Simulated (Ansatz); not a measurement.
**Computed properties of Sb2Se3**

Sb₂Se₃:
```
Sb2Se3
1.0
    4.06934     0.00000     0.00000
   -2.03467     3.52415     0.00000
    0.00000     0.00000    10.56253
Sb Se
2 3
Direct
  0.33333   0.66667   0.17948
  0.66667   0.33333   0.82052
  0.00000   0.00000   0.00000
  0.33333   0.66667   0.67352
  0.66667   0.33333   0.32648
```

Space group P-3m1 (No. 164), La2O3 or Ni2Al3 type; conventional cell a = b = 4.069 Å, c = 10.563 Å, α = β = 90.00°, γ = 120.00°.

Method: plane-wave PAW PBE (Ansatz code). Geometry: relaxed at this level of theory. Other levels are named where they apply.

Cell and energy:

* **Volume per atom**: 30.30 Å³
* **Density**: 5.27 g/cm³
* **Formation energy from the elements (no fitted shifts)**: -0.26 eV/atom

Electronic structure:

* **Band gap**: 0.40 eV (indirect)
* **Valence-band maximum**: on the K–Γ line, 88 % of the way from K
* **Conduction-band minimum**: at Γ
* **Smallest direct gap on the standard path**: 0.47 eV
* **Electron effective mass**: 0.11, 0.11, 0.56 mₑ (principal values)
* **Hole effective mass**: 0.27, 0.62, 2.2 mₑ (principal values)

The cell is a constructed one: a structure type filled with these elements; neither database checked (COD, Materials Project) lists it. It is not the phase usual at ambient conditions (space group No. 62). Symmetry was held in the PBE relaxation; its stability against distortions is not shown here. The references are the lowest solids computed at this level, not always the standard phases. Spin–orbit coupling is left out wherever it is not named.

Potentials: the earlier of the program's two PAW sets.
